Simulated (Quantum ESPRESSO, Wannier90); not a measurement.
Tight-binding from DFT: Mg$_{2}$Ge (anti-fluorite)

```
begin unit_cell_cart
ang
    0.0000000000    3.1842950000    3.1842950000
    3.1842950000    0.0000000000    3.1842950000
    3.1842950000    3.1842950000    0.0000000000
end unit_cell_cart
begin atoms_frac
Mg  -0.2500000000 -0.2500000000 -0.2500000000
Mg   0.2500000000  0.2500000000  0.2500000000
Ge   0.0000000000  0.0000000000  0.0000000000
end atoms_frac
```

Cell from Materials Project (mp-408), symmetrised, no further relaxation. COD (Crystallography Open Database) has an entry of this formula and space group (matched by these alone). Level: LDA, no spin polarisation, no spin-orbit coupling; pw.x of Quantum ESPRESSO at 68 Ry with PseudoDojo potentials, 8×8×8 k-points, Wannier90. Density: 8×8×8 mesh, cold smearing 0.01 Ry. Spin-orbit coupling, left out, would split the p-like bands by a few tenths of an eV. The gap is small at this level and was sampled on the meshes and a path alone.

A tight-binding model is made by disentanglement and projection with no localisation steps (num_iter = 0), so the 12 orbitals stay atom-like: hydrogen-like Mg: s;p; Ge: s;p, axes along x, y, z; frozen window up to 1.63 eV relative to the valence-band maximum. It follows pw.x to 7.4 meV rms for states up to 1.1 eV relative to the valence-band maximum. Matrix elements depend on this choice of orbitals and windows.

**Question.** What are the on-site energies relative to the valence-band maximum, and how fast do the hoppings decay?

**Answer.** 
| atom | orbitals | energy (eV) |
|---|---|---|
| Mg1 | s | 1.44 |
| Mg1 | pz px py | 5.35 |
| Mg2 | s | 1.44 |
| Mg2 | pz px py | 5.35 |
| Ge3 | s | -5.83 |
| Ge3 | pz px py | 2.24 |

```csv
distance of the centres (Å),largest modulus (eV)
2–3,1.0
3–4,1.9
4–5,0.20
5–6,0.27
6–7,0.35
7–8,0.036
8–9,0.020
9–10,0.050
10–11,0.011
11–12,0.0082
12–13,0.0079
```
